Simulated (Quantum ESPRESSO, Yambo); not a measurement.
At a photon energy of 9.88 eV, RPA with local fields on PBEsol bands shifted by a G0W0 scissor of 2.54 eV (Quantum ESPRESSO and Yambo; 9×9×4 mesh, 67 bands, 4 Ry local-field block, 0.2 eV broadening) gives ε = 3.12 + 3.25i for LiBr (wurtzite, space group P6_3mc, No. 186), field along x. Axes are Cartesian, with cell vectors (Å) (4.13, 0.00, 0.00), (-2.07, 3.58, 0.00), (0.00, 0.00, 6.61).

Question: Work out n, κ, the normal-incidence reflectivity, the absorption coefficient and the penetration depth.

Answer: 
|ε| = 4.51; n = √((|ε| + ε1)/2) = 1.95, κ = √((|ε| − ε1)/2) = 0.83. R = ((n − 1)² + κ²)/((n + 1)² + κ²) = 0.17. α = 2Eκ/(ħc) with ħc = 197.327 eV nm: 0.0833 per nm = 8.3 × 10⁵ per cm, a 1/e depth of 12 nm. The computed direct gap is 7.36 eV, and the energy scale of the real crystal may differ from it. Excitonic effects are left out, and values at one energy depend on mesh and broadening. The scissor comes from a G0W0 run whose convergence isn't established. Convergence of the RPA response with its 9×9×4 mesh was not tested.

Spin-orbit coupling is not included.

Geometry relaxed with PBEsol; primitive cell a = 4.1347 Å, b = 4.1347 Å, c = 6.6148 Å, α = 90.00°, β = 90.00°, γ = 120.00°.

This is not the ordinary phase of the substance; no match was found in the copy of COD used, and its stability was not checked.
